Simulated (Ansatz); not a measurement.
MgTe:
```cif
data_Mg2Te2
_chemical_formula_sum 'Mg2 Te2'
_space_group_name_H-M_alt 'P 1'
_space_group_IT_number 1
_cell_length_a 4.13703
_cell_length_b 4.13703
_cell_length_c 6.74182
_cell_angle_alpha 90.000
_cell_angle_beta 90.000
_cell_angle_gamma 120.000
loop_
_space_group_symop_operation_xyz
  'x, y, z'
loop_
_atom_site_label
_atom_site_type_symbol
_atom_site_fract_x
_atom_site_fract_y
_atom_site_fract_z
_atom_site_occupancy
Mg1 Mg 0.00000 0.00000 0.50000 1
Mg2 Mg 0.00000 0.00000 0.00000 1
Te1 Te 0.33333 0.66667 0.25000 1
Te2 Te 0.66667 0.33333 0.75000 1
```

This is the LDA-relaxed structure.

Question: All from DFT-LDA in the program Ansatz with PAW potentials, unless another level is named. Give the smallest direct gap on the standard path.

Answer: 2.02 eV.

Question: And the hole effective mass?

Answer: 0.10, 2.1, 2.1 mₑ (principal values).

Question: Predict the electron effective mass.

Answer: 0.22, 0.32, 0.32 mₑ (principal values).

Question: Predict the conduction-band minimum.

Answer: at K (2 equivalent valleys).

Question: And the valence-band maximum?

Answer: at Γ.

Space group P6_3/mmc (NiAs type). The workflow started from a Materials Project entry (that database holds measured and hypothetical structures alike); the Crystallography Open Database copy checked does not list it. COD files the formula under space group No. 186. Whether it is the stable phase at ambient conditions was not checked. Symmetry was held in the LDA relaxation; whether a distortion lowers the energy is not shown. Spin–orbit coupling is left out wherever it is not named.

Potentials: the later of the program's two PAW sets.
